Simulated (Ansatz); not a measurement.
**What moves the field gradients of WS₂?**

Cell of run 1: an entry of the Crystallography Open Database (COD) (the entry's cell lengths or inner coordinates differ somewhat from later room-temperature determinations), atoms as given.

Space group P6_3/mmc (No. 194); a = 3.1800, c = 12.5000 Å, γ = 120.00°.

```
site  Wyckoff  site symmetry       x       y       z
   W       2c           -6m2  0.3333  0.6667  0.2500
   S       4f            3m.  0.3333  0.6667  0.6250
```

One atom of each set is listed.

Relaxed positions (PBE, cell held):

W (0.3333, 0.6667, 0.2500)
S (0.3333, 0.6667, 0.6245)

All runs are DFT with Ansatz 0.2.0 (plane waves and PAW, scalar-relativistic unless spin–orbit coupling is named, Γ-centred meshes, Fermi–Dirac smearing where given) in this cell. Start moments of run 1 as typed (μB): 2 on each W, none on the rest.

Run 1: PBE, parallel start moments, atoms as given; 420 eV, 11×11×3 k-points, smearing 0.02 eV.
Run 2: PBE, parallel start moments, atoms relaxed; 420 eV, 11×11×3 k-points, smearing 0.02 eV.
Run 3: r2SCAN, parallel start moments, at the relaxed atoms; 500 eV, 11×11×3 k-points, smearing 0.02 eV.
Run 4: LDA, parallel start moments, at the relaxed atoms; 420 eV, 11×11×3 k-points, smearing 0.02 eV.

```csv
run,W V_zz (η),S V_zz (η)
1,-17.91 (0.00),-4.71 (0.00)
2,-17.56 (0.00),-4.57 (0.00)
3,-17.45 (0.00),-4.63 (0.00)
4,?,?
```

V_zz in 10²¹ V/m².

Task: Estimate the row of run 4.

Result: W: -17.84 (0.00); S: -4.62 (0.00). It lies nearest to run 1, from whose tensors on these sites it differs by 0.09 at most (largest principal value of the difference, on S). Taken one at a time, the functional (between the two that differ most) moves the tensors on these sites by up to 0.39 (largest principal value of the change, on W), the positions of the atoms (as given or relaxed) by 0.35 (W).

Without spin–orbit coupling the gradients at and beside W can be off by some per cent, at some sites by more. In run 3 the program didn't check the stability of the electronic state in full, so a lower one may lie near. In runs 1, 2, 3, 4 the start moments die out. In run 4 the atoms aren't at the calculated equilibrium (largest force 0.48 eV/Å). The cell isn't the equilibrium one in run 4 (calculated pressure -6 GPa), and the entry's cell may itself be off.
